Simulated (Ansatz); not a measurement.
Relaxation of a generated cell, Pd built in the AFLOW prototype A_hR2_166_c (A7, as in As); 2 atoms in the cell, which starts as R-3m, hexagonal axes (No. 166), hR2; a = 3.3218 Å, b = 3.3218 Å, c = 9.2398 Å, α = 90.00°, β = 90.00°, γ = 120.00°. Calculation: r2SCAN (plane waves to 500 eV, PAW, scalar-relativistic; Ansatz, a quantum-chemistry and plane-wave program). Γ-centred k-mesh 12×12×12 on the run's cell (coarser than for final values), Fermi–Dirac smearing 0.05 eV. This is the first round of the run. 

The optimiser's lines from the output (shortened; P is positive under compression):

```
relax step   1: F+E_penalty+E_count = -13968.64808222 eV  Δ(F+E_penalty+E_count) = +0.000e0 eV  max|allowed force component| = 7.708e0 eV/Å  Δτ_max = 0.0000 Å  P = +58.867 GPa  Ω = 29.432 Å³  (8 SCF iters, dr2 threshold 1.00e-7 eV, accepted)
relax step   2: F+E_penalty+E_count = -13970.42580823 eV  Δ(F+E_penalty+E_count) = -1.778e0 eV  max|allowed force component| = 1.544e0 eV/Å  Δτ_max = 0.1294 Å  P = +9.411 GPa  Ω = 33.035 Å³  (8 SCF iters, dr2 threshold 2.00e-7 eV, accepted)
relax step   3: F+E_penalty+E_count = -13970.59742672 eV  Δ(F+E_penalty+E_count) = -1.716e-1 eV  max|allowed force component| = 5.601e-1 eV/Å  Δτ_max = 0.0495 Å  P = +2.608 GPa  Ω = 33.767 Å³  (7 SCF iters, dr2 threshold 2.00e-7 eV, accepted)
relax step   4: F+E_penalty+E_count = -13970.70105709 eV  Δ(F+E_penalty+E_count) = -1.036e-1 eV  max|allowed force component| = 1.069e-1 eV/Å  Δτ_max = 0.0237 Å  P = +0.524 GPa  Ω = 33.681 Å³  (9 SCF iters, dr2 threshold 2.00e-7 eV, accepted)
relax step   5: F+E_penalty+E_count = -13970.78699698 eV  Δ(F+E_penalty+E_count) = -8.594e-2 eV  max|allowed force component| = 5.546e-1 eV/Å  Δτ_max = 0.0294 Å  P = -1.744 GPa  Ω = 33.686 Å³  (9 SCF iters, dr2 threshold 2.00e-7 eV, accepted)
relax step   6: F+E_penalty+E_count = -13970.90648504 eV  Δ(F+E_penalty+E_count) = -1.195e-1 eV  max|allowed force component| = 6.977e-1 eV/Å  Δτ_max = 0.0043 Å  P = -2.991 GPa  Ω = 33.262 Å³  (7 SCF iters, dr2 threshold 2.00e-7 eV, accepted)
relax step   7: F+E_penalty+E_count = -13971.05211986 eV  Δ(F+E_penalty+E_count) = -1.456e-1 eV  max|allowed force component| = 7.656e-1 eV/Å  Δτ_max = 0.0006 Å  P = -4.102 GPa  Ω = 32.644 Å³  (7 SCF iters, dr2 threshold 2.00e-7 eV, accepted)
relax step   8: F+E_penalty+E_count = -13971.20006863 eV  Δ(F+E_penalty+E_count) = -1.479e-1 eV  max|allowed force component| = 7.707e-1 eV/Å  Δτ_max = 0.0018 Å  P = -5.165 GPa  Ω = 31.882 Å³  (6 SCF iters, dr2 threshold 2.00e-7 eV, accepted)
relax step   9: F+E_penalty+E_count = -13971.36504926 eV  Δ(F+E_penalty+E_count) = -1.650e-1 eV  max|allowed force component| = 4.755e-1 eV/Å  Δτ_max = 0.0137 Å  P = -1.472 GPa  Ω = 30.026 Å³  (7 SCF iters, dr2 threshold 2.00e-7 eV, accepted)
relax step  10: F+E_penalty+E_count = -13971.38444408 eV  Δ(F+E_penalty+E_count) = -1.939e-2 eV  max|allowed force component| = 4.158e-3 eV/Å  Δτ_max = 0.0138 Å  P = -0.638 GPa  Ω = 29.593 Å³  (7 SCF iters, dr2 threshold 2.00e-7 eV, accepted)
relax step  11: F+E_penalty+E_count = -13971.38476801 eV  Δ(F+E_penalty+E_count) = -3.239e-4 eV  max|allowed force component| = 2.085e-4 eV/Å  Δτ_max = 0.0001 Å  P = +0.252 GPa  Ω = 29.471 Å³  (6 SCF iters, dr2 threshold 2.00e-7 eV, accepted)
relax step  12: F+E_penalty+E_count = -13971.38474781 eV  Δ(F+E_penalty+E_count) = +2.020e-5 eV  max|allowed force component| = 4.292e-5 eV/Å  Δτ_max = 0.0000 Å  P = -0.001 GPa  Ω = 29.503 Å³  (4 SCF iters, dr2 threshold 2.00e-7 eV, accepted)
relax step  13: F+E_penalty+E_count = -13971.47262284 eV  Δ(F+E_penalty+E_count) = -8.788e-2 eV  max|allowed force component| = 4.203e-5 eV/Å  Δτ_max = 0.0000 Å  P = +3.912 GPa  Ω = 29.503 Å³  stress off target by 1.14e1 GPa  SCF on the basis re-selected at this cell (its energy is not comparable with the rows above)  (9 SCF iters)
relax step  14: F+E_penalty+E_count = -13971.51478904 eV  Δ(F+E_penalty+E_count) = -4.217e-2 eV  max|allowed force component| = 1.091e-4 eV/Å  Δτ_max = 0.0000 Å  P = +1.781 GPa  Ω = 29.684 Å³  (7 SCF iters, dr2 threshold 2.00e-7 eV, accepted)
relax step  15: F+E_penalty+E_count = -13971.53136289 eV  Δ(F+E_penalty+E_count) = -1.657e-2 eV  max|allowed force component| = 6.395e-5 eV/Å  Δτ_max = 0.0000 Å  P = -0.089 GPa  Ω = 29.917 Å³  (7 SCF iters, dr2 threshold 2.00e-7 eV, accepted)
relax step  16: F+E_penalty+E_count = -13971.53145625 eV  Δ(F+E_penalty+E_count) = -9.336e-5 eV  max|allowed force component| = 4.251e-5 eV/Å  Δτ_max = 0.0000 Å  P = -0.045 GPa  Ω = 29.910 Å³  (4 SCF iters, dr2 threshold 2.00e-7 eV, accepted)
relax step  17: F+E_penalty+E_count = -13971.53146856 eV  Δ(F+E_penalty+E_count) = -1.230e-5 eV  max|allowed force component| = 2.495e-5 eV/Å  Δτ_max = 0.0000 Å  P = +0.005 GPa  Ω = 29.902 Å³  (5 SCF iters, dr2 threshold 8.96e-9 eV, accepted)
relax step  18: F+E_penalty+E_count = -13971.53236499 eV  Δ(F+E_penalty+E_count) = -8.964e-4 eV  max|allowed force component| = 2.508e-5 eV/Å  Δτ_max = 0.0000 Å  P = +0.002 GPa  Ω = 29.902 Å³  stress off target by 3.40e-2 GPa  SCF on the basis re-selected at this cell (its energy is not comparable with the rows above)  (7 SCF iters)
relax step  19: F+E_penalty+E_count = -13971.53236578 eV  Δ(F+E_penalty+E_count) = -7.964e-7 eV  max|allowed force component| = 3.076e-7 eV/Å  Δτ_max = 0.0000 Å  P = +0.001 GPa  Ω = 29.902 Å³  (4 SCF iters, dr2 threshold 2.89e-9 eV, accepted)
relax step  20: F+E_penalty+E_count = -13971.53236685 eV  Δ(F+E_penalty+E_count) = -1.069e-6 eV  max|allowed force component| = 1.377e-7 eV/Å  Δτ_max = 0.0000 Å  P = +0.001 GPa  Ω = 29.902 Å³  stress off target by 3.19e-3 GPa  SCF on the basis re-selected at this cell (its energy is not comparable with the rows above)  (5 SCF iters)
```

From the first to the last row the energy changes by -1.44 eV/atom and the volume by +1.6 %. The last row is marked as not comparable with the walk above it, whose basis was carried along; it does compare with step 1, since both stand on a basis selected at the nominal cutoff for their own cell.

Energy and pressure jump between steps 12 and 13 at one geometry, where the plane-wave basis was selected anew. While the cell walks, the set of plane waves is carried along, so its effective cutoff drifts with the strain; re-selecting it at 500 eV moved the energy by -0.044 eV/atom and the pressure by 3.9 GPa. Only step 1 and rows on a re-selected basis compare with each other.

Later rounds, restarted from the end of this one on a renewed k-mesh, logged 4 more steps and released under 0.01 eV/atom more. The final structure after all rounds: Fm-3m (No. 225), cF4, fcc (Cu type); a = b = c = 3.9114 Å, α = β = γ = 90.00°. Between re-selections the logged energies stand on a plane-wave basis carried along with the cell. No spin polarisation in the result.

The run could not lose the symmetry of its start.
